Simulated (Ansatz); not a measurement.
Relaxed-ion elastic tensor of NbSi₂ in space group P6_222 (No. 180; Nb on 3d, Si on 6j) in GPa (Voigt order), PBE in the plane-wave PAW code Ansatz; density 5.60 g/cm³, 14.74 Å³ per atom.

```tsv
	1	2	3	4	5	6
1	347	67.0	80.0	0.0	0.0	0.0
2	67.0	347	80.0	0.0	0.0	0.0
3	80.0	80.0	435	0.0	0.0	0.0
4	0.0	0.0	0.0	133	0.0	0.0
5	0.0	0.0	0.0	0.0	133	0.0
6	0.0	0.0	0.0	0.0	0.0	140
```

Task: Is the crystal mechanically stable?

Result: Yes: the smallest eigenvalue of C is 133 GPa.

Task: Work out the Voigt, Reuss and Hill averages.

Result: K_V = 176, K_R = 173, K_H = 175; G_V = 141, G_R = 140, G_H = 141 GPa.

Task: Give Young's modulus, Poisson's ratio, Pugh's ratio and the universal anisotropy index.

Result: E = 9KG/(3K + G) = 333 GPa; ν = 0.18; K/G = 1.24 (brittle by the Pugh limit of 1.75); A_U = 5G_V/G_R + K_V/K_R − 6 = 0.05.

Task: Estimate the sound speeds and the Debye temperature.

Result: v_l = √((K + 4G/3)/ρ) = 8040 m/s, v_t = √(G/ρ) = 5010 m/s, mean 5520 m/s; Θ = (h/k)(3n/4πV)^(1/3) v_m = 671 K.

Task: How much does each axis shrink under pressure?

Result: Linear compressibilities β_i = Σ_j S_ij (j = 1 to 3): x 2.1, y 2.1, z 1.5 per TPa.

Symmetry was held in the PBE relaxation. The run is not spin-polarised. As this level gives no gap, shear constants depend on the k-mesh and smearing (Fermi–Dirac, 0.1 eV here). On the denser mesh and wider smearing of the elastic run this cell carries a stress of 0.3 GPa.

Potentials: the later of the program's two PAW sets.
